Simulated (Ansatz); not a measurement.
## Trial structures of Sn3PbSe4: starts and ends

Computed with DFT PBE, scalar-relativistic, plane waves, PAW in Ansatz. All cells share a 420 eV cutoff and Γ-centred k meshes spaced at most about 0.3 Å⁻¹ (about 0.25 or finer for metals, 2π included). No spin polarisation in the final relaxations.

Each guess was relaxed in cell and atoms at zero pressure, within the symmetry of its start. These are static total energies at zero pressure. Coordination counts Se atoms around Pb and Sn (those within 1.25 times the shortest such distance or 1.15 times the sum of covalent radii). For orderings, «n of Z unlike» gives the unlike atoms among the Z nearest shared sites at the start, averaged over those sites.

```
guess                                   made from  start group  V start (Å³/atom)  end group  V end (Å³/atom)  coordination at the end  gap on mesh (eV)  E over the lowest end (meV/atom)
    1  Sn/Pb on rock salt sites, 5.0 of 12 unlike         Cmmm               28.5       Cmmm             28.4               Sn 6, Pb 6              0.09                                 0
    2  Sn/Pb on rock salt sites, 6.0 of 12 unlike        Pm-3m               28.5          ?                ?                        ?                 ?                                 ?
    3  Sn/Pb on rock salt sites, 4.0 of 12 unlike       P4/mmm               28.5     P4/mmm             28.4               Sn 6, Pb 6              0.13                                 1
    4  Sn/Pb on rock salt sites, 5.0 of 12 unlike         Pmmm               28.5       Pmmm             28.4               Sn 6, Pb 6              0.10                                 0
```

Guess 2 as it starts:

```xyz
8
Lattice="6.1112 0.0000 0.0000 0.0000 6.1112 0.0000 0.0000 0.0000 6.1112" Properties=species:S:1:pos:R:3 pbc="T T T"
Sn    3.0556    0.0000    0.0000
Sn    0.0000    0.0000    3.0556
Sn    0.0000    3.0556    0.0000
Pb    3.0556    3.0556    3.0556
Se    0.0000    3.0556    3.0556
Se    3.0556    3.0556    0.0000
Se    0.0000    0.0000    0.0000
Se    3.0556    0.0000    3.0556
```

Problem. Predict the end of this guess and its energy over the lowest end.

Solution. It ends in Sn and Pb ordered on rock salt sites, space group Pm-3m (No. 221), with a = 6.104 Å, 28.4 Å³/atom and no gap; its coordination is Sn 6, Pb 6. It lies 1 meV/atom over the lowest end, within the noise of guess 3 and so the highest of the set. Counting Se atoms around Pb and Sn, this end and the lowest (guess 4) both have Sn 6, Pb 6.

```cif
data_structure
_symmetry_space_group_name_H-M 'Pm-3m'
_symmetry_Int_Tables_number 221
_cell_length_a 6.1037
_cell_length_b 6.1037
_cell_length_c 6.1037
_cell_angle_alpha 90.000
_cell_angle_beta 90.000
_cell_angle_gamma 90.000
_cell_volume 227.39
loop_
_atom_site_label
_atom_site_type_symbol
_atom_site_symmetry_multiplicity
_atom_site_Wyckoff_symbol
_atom_site_fract_x
_atom_site_fract_y
_atom_site_fract_z
_atom_site_occupancy
Sn1 Sn 3 d 0.50000 0.00000 0.00000 1
Pb1 Pb 1 b 0.50000 0.50000 0.50000 1
Se1 Se 3 c 0.00000 0.50000 0.50000 1
Se2 Se 1 a 0.00000 0.00000 0.00000 1
```

Energies over the elements count from the elements' standard structures at the same level, with no fitted energy shifts. The references include grey tin.

Problem. Is the lowest end bound against the elements?

Solution. Yes: its formation energy is −0.463 eV/atom. A negative formation energy is needed for stability but isn't enough: competing phases decide.

Spin–orbit coupling, which can matter for Pb, is left out. Kohn–Sham gaps at this level usually fall short of measured ones. The missing spin–orbit coupling can work the other way here. The zero gap of Pm-3m may come from the functional, which often closes small gaps. The reference form of Se is held partly by dispersion forces, which this level lacks. Cells relaxed within their symmetry can be saddle points. A lower structure may well exist outside this small set. Some structure types and database cells were kept out of the candidates from the start, so a known form may be missing.
